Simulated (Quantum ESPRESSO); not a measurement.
# Band energies of MoS2

```xyz
6
Lattice="3.1499 0.0000 0.0000 -1.5749 2.7279 0.0000 0.0000 0.0000 12.0908" Properties=species:S:1:pos:R:3 pbc="T T T"
S      1.5749     0.9093     7.5020
S      0.0000     1.8186     4.5888
S      0.0000     1.8186     1.4566
S      1.5749     0.9093    10.6343
Mo     1.5749     0.9093     3.0227
Mo     0.0000     1.8186     9.0681
```

PBEsol (pw.x of Quantum ESPRESSO, ONCV potentials, with spin-orbit coupling); path ΓMKΓALHA,LM,KH; energies in eV from the valence-band maximum.

```
k (1/Å)  point  band 52  band 53  band 54  band 55  band 56  band 57  band 58  band 59
-------  -----  -------  -------  -------  -------  -------  -------  -------  -------
0.00         Γ     0.00     2.03     2.03     2.06     2.06     2.10     2.10     2.15
0.38              -0.85     1.43     1.43     1.79     1.79     1.81     1.81     2.05
0.77              -1.63     1.29     1.29     1.45     1.45     1.64     1.64     2.10
1.15         M    -1.37     1.59     1.59     1.64     1.64     1.96     1.96     2.28
1.59              -0.83     1.26     1.26     1.36     1.36     1.88     1.88     2.48
1.82         K    -0.64     1.04     1.04     1.04     1.04     1.61     1.61     2.72
2.01              -0.87     1.17     1.17     1.36     1.36     1.73     1.73     2.41
2.39              -1.51     0.74     0.74     1.68     1.68     1.78     1.78     1.79
2.96              -0.23     1.93     1.93     1.98     1.98     2.03     2.03     2.15
3.15         Γ     0.00     2.03     2.03     2.06     2.06     2.10     2.10     2.15
3.15         A    -0.27     2.03     2.03     2.03     2.03     2.11     2.11     2.11
3.48              -0.72     1.75     1.75     1.75     1.75     2.00     2.00     2.00
3.80              -1.64     1.51     1.51     1.51     1.51     1.59     1.59     1.59
4.13              -1.53     1.57     1.57     1.57     1.57     1.98     1.98     1.98
4.30         L    -1.43     1.61     1.61     1.61     1.61     2.14     2.14     2.14
4.46              -1.16     1.59     1.59     1.64     1.64     2.11     2.11     2.21
4.96         H    -0.71     1.04     1.04     1.04     1.04     2.14     2.14     2.17
5.26              -1.15     1.41     1.41     1.41     1.41     2.06     2.06     2.10
5.55              -1.51     1.08     1.08     1.16     1.16     1.85     1.85     1.85
5.85              -1.05     1.42     1.42     1.46     1.46     1.83     1.83     1.85
6.14              -0.35     1.98     1.98     2.00     2.00     2.15     2.15     2.15
6.29         A    -0.27     2.03     2.03     2.03     2.03     2.11     2.11     2.11
6.29         L    -1.43     1.61     1.61     1.61     1.61     2.14     2.14     2.14
6.55         M    -1.37     1.59     1.59     1.64     1.64     1.96     1.96     2.28
6.55         K    -0.64     1.04     1.04     1.04     1.04     1.61     1.61     2.72
6.81         H    -0.71     1.04     1.04     1.04     1.04     2.14     2.14     2.17
```

The PBEsol gap is indirect, 0.74 eV, from Γ to 43 % of the way from K to Γ; the smallest direct gap is 1.67 eV.

Geometry relaxed with PBE+D3(BJ).
